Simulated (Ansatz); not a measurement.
# C (Cmmm), zone-centre modes

Level of theory: DFT LDA, scalar-relativistic, plane waves, PAW in Ansatz. Settings: plane waves to 420 eV, k-mesh 6×6×10 (Γ-centred), Gaussian smearing 0.05 eV. No spin polarisation.

Reference structure (relaxed at this level; this form isn't the usual structure):

```
C
1.0
     2.10327   -4.33371    0.00000
     2.10327    4.33371    0.00000
     0.00000    0.00000    2.48566
C
8
Direct
  0.64829 0.98159 0.00000
  0.35171 0.01841 0.00000
  0.01841 0.35171 0.00000
  0.98159 0.64829 0.00000
  0.40455 0.22608 0.50000
  0.59545 0.77392 0.50000
  0.77392 0.59545 0.50000
  0.22608 0.40455 0.50000
```

Harmonic modes by finite displacements of 0.02 Å, without the LO–TO term.

(1) At this geometry, is the structure stable against these modes?

(2) List the wavenumbers in cm⁻¹.

Answers

(1) Yes: no mode is imaginary beyond 10 cm⁻¹, and only the three translations lie near zero.

(2) 0, 0, 0, 519, 567, 664, 673, 778, 909, 983, 984, 1002, 1059, 1076, 1130, 1178, 1188, 1236, 1253, 1285, 1293, 1296, 1322, 1325.

Cost: 1 run of about 4.3 core-minutes, on Intel Xeon Processor @ 2.50GHz (Skylake/Cascade Lake) (shared hosts).